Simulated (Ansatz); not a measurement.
Consider the following.

IrW:
```cif
data_IrW
_chemical_formula_sum 'Ir1 W1'
_space_group_name_H-M_alt 'P 1'
_space_group_IT_number 1
_cell_length_a 3.12155
_cell_length_b 3.12155
_cell_length_c 3.12155
_cell_angle_alpha 90.000
_cell_angle_beta 90.000
_cell_angle_gamma 90.000
loop_
_space_group_symop_operation_xyz
  'x, y, z'
loop_
_atom_site_label
_atom_site_type_symbol
_atom_site_fract_x
_atom_site_fract_y
_atom_site_fract_z
_atom_site_occupancy
Ir1 Ir 0.00000 0.00000 0.00000 1
W1 W 0.50000 0.50000 0.50000 1
```

This is the PBEsol-relaxed structure.

Question: All from PBEsol in the plane-wave PAW code Ansatz, unless another level is named. Predict the density of states at the Fermi level.

Answer: 1.7 states/eV per atom (mean over ±0.08 eV).

Question: And the formation energy from the elements (no fitted shifts)?

Answer: 0.41 eV/atom.

Space group Pm-3m (CsCl type). The start of the workflow was typed in or built on a structure type; neither database checked (COD, Materials Project) lists it. COD files the formula under space group No. 51. Whether it is the stable phase at ambient conditions was not checked. Symmetry was held in the PBEsol relaxation. At this level the phase is dynamically unstable (imaginary phonons). No spin polarisation was allowed. Its formation energy is positive at this level, so the cell may be metastable or incomplete. The references are the lowest solids computed at this level, not always the standard phases. Spin–orbit coupling is left out wherever it is not named.

Potentials: the later of the program's two PAW sets.
